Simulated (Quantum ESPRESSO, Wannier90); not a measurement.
# Si (P6₃/mmc, model phase): Wannier90 run

```xyz
4
Lattice="3.8313 0.0000 0.0000 -1.9157 3.3180 0.0000 0.0000 0.0000 6.3326" Properties=species:S:1:pos:R:3 pbc="T T T"
Si     1.9157    -1.1060     0.3990
Si    -1.9157     1.1060    -0.3990
Si    -1.9157     1.1060    -2.7673
Si     1.9157    -1.1060     2.7673
```

Structure: Materials Project mp-165, symmetrised, not relaxed again. This isn't the element's usual structure (diamond); take it as a model of another phase. Computed values, not measurements, from PBEsol: Quantum ESPRESSO (norm-conserving PseudoDojo potentials, cutoff 29 Ry, no spin polarisation, no spin-orbit coupling) on a Γ-centred 12×12×6 mesh, then Wannier90. Density: 12×12×6 mesh, Gaussian smearing 0.01 Ry.

Base run: 16 functions from bands 1-26 of the 26 computed, start hydrogen-like Si: s;p, centres 0.05 Å off the atoms, frozen window up to 1.81 eV relative to the valence-band maximum, outer window open. Its settings: num_cg_steps = 5, trial_step = 2 and dis_mix_ratio = 0.5 (the program's defaults), conv_tol = 1.0e-6 over 4 steps, num_iter = 1000, dis_conv_tol = 1.0e-6, dis_num_iter = 1000. One of them is changed at a time.

| run | disentanglement steps | localisation steps | Ω_I (Å²) | Ω_total (Å²) | ended |
|---|---|---|---|---|---|
| base | 78 | 270 | 29.098 | 32.613 | converged |
| conv_tol = 1.0e-10 | 78 | 321 | 29.098 | 32.613 | converged |
| num_cg_steps = 20 | 78 | 128 | 29.098 | 32.613 | converged |
| dis_mix_ratio = 0.2 | 340 | 267 | 29.085 | 32.596 | converged |
